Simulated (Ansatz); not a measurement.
BeTe:
```
CELL_PARAMETERS angstrom
      0.00000     2.83191     2.83191
      2.83191     0.00000     2.83191
      2.83191     2.83191     0.00000
ATOMIC_POSITIONS crystal
  Te 0.75000 0.75000 0.75000
  Be 0.00000 0.00000 0.00000
```

Cartesian axes are those of the cell as given.

Question: Give the high-frequency dielectric tensor and the Born effective charge tensors of the independent atoms from DFPT, PBE (plane waves, PAW; program Ansatz).

Answer: 
ε∞:
```
7.41  0.00  0.00
0.00  7.41  0.00
0.00  0.00  7.41
```
Z* of atom 1 (Te), rows: field, columns: displacement, in e:
```
-1.36   0.00   0.00
 0.00  -1.36   0.00
 0.00   0.00  -1.36
```
Z* of atom 2 (Be), rows: field, columns: displacement, in e:
```
1.36  0.00  0.00
0.00  1.36  0.00
0.00  0.00  1.36
```

Static charges for comparison (Bader): Te1 -1.47, Be2 +1.47 e. Born charges measure polarisation by displacement and can exceed these by far.

Space group F-43m (zinc blende). Symmetry was held in the PBE relaxation. Scalar-relativistic: spin–orbit coupling is off unless named, which matters more the heavier the elements.

Potentials: the later of the program's two PAW sets.
